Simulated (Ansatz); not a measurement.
Space group Fm-3m (No. 225). a = 4.232 Å, b = 4.232 Å, c = 4.232 Å, α = 90.00°, β = 90.00°, γ = 90.00°
```csv
atom,site,symmetry,x,y,z
Ti,4a,m-3m,0.0000,0.0000,0.0000
N,4b,m-3m,0.5000,0.0000,0.0000
```

Equation of state of this TiN structure (not necessarily the ground state), with shape and atoms relaxed at each volume where symmetry leaves them free. It has no gap at any of these volumes. The calculation used DFT r2SCAN, scalar-relativistic, plane waves, PAW in Ansatz.

Plane waves to 500 eV, a k mesh through Γ of 18×18×18 on the computed 2-atom cell and Gaussian smearing (0.10 eV); no spin polarisation.

| V (Å³/atom) | E − E(largest V) (meV/atom) | P (GPa) |
| --- | --- | --- |
| 8.909 | 6.38 | 20.82 |
| 9.193 | -20.30 | 9.60 |
| 9.478 | -28.54 | 0.00 |
| 9.762 | -21.02 | -8.21 |
| 10.046 | 0.00 | -15.23 |

Question: Fit a third-order Birch–Murnaghan equation to E(V).

Answer: V0 = 9.48 Å³/atom, B0 = 296 GPa, B0' = 4.2.

Spin polarisation was left out, and a magnetic state may lie lower.

Cost: 5 runs of about 0.81 core-minutes in all, on Arm Neoverse V2 (shared hosts).